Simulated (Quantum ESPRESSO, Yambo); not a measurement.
**G0W0 results for KScMo2O8**

```
CELL_PARAMETERS angstrom
      5.88499     0.00000     0.00000
     -2.94250     5.09655     0.00000
      0.00000     0.00000     7.40487
ATOMIC_POSITIONS crystal
  O  0.32900 0.16450 0.82808
  O  0.67100 0.83550 0.17192
  O  0.83550 0.16450 0.82808
  O  0.16450 0.83550 0.17192
  O  0.83550 0.67100 0.82808
  O  0.16450 0.32900 0.17192
  O  0.33333 0.66667 0.48437
  O  0.66667 0.33333 0.51563
  K  0.00000 0.00000 0.50000
  Sc 0.00000 0.00000 0.00000
  Mo 0.33333 0.66667 0.24818
  Mo 0.66667 0.33333 0.75182
```

The geometry is that of Materials Project entry mp-18837, symmetrised and not relaxed again.

Starting point: LDA (pw.x of Quantum ESPRESSO, ONCV potentials, scalar-relativistic). G0W0 in Yambo: 3×3×2 Γ-centred k mesh, bands 4 to 249 and a 6 Ry block in the screening, 249 bands in G with the Bruneval-Gonze terminator, plasmon pole fitted at 27.2 eV.

- LDA gap along the band path: 3.40 eV
- LDA gap between the mesh's edge points (Γ → Γ): 3.40 eV
- G0W0 gap between the same points: 5.93 eV

| k point | band | E LDA (eV) | E QP (eV) | shift (eV) | Z |
|---|---|---|---|---|---|
| Γ | VB | 0.00 | -0.72 | -0.72 | 0.77 |
| Γ | CB | 3.40 | 5.20 | 1.81 | 0.81 |
| A | VB | 0.00 | -0.72 | -0.72 | 0.77 |
| A | CB | 3.49 | 5.30 | 1.81 | 0.81 |
| K | VB | -0.24 | -1.02 | -0.78 | 0.77 |
| K | CB | 3.85 | 5.66 | 1.81 | 0.81 |
| H | VB | -0.26 | -1.05 | -0.79 | 0.77 |
| H | CB | 3.90 | 5.73 | 1.83 | 0.81 |

Energies count from the LDA valence-band maximum.

Nearest settings tried, and what they do to the gap: 168 bands in W, 168 bands in G: +51 meV; 5 Ry block (287 vectors against 401): +0 meV. Not varied: mesh. So the settings aren't converged at that level.

Spin-orbit splittings are left out.

The structure is a Materials Project entry; no match was found in the copy of COD used, and its stability was not checked.
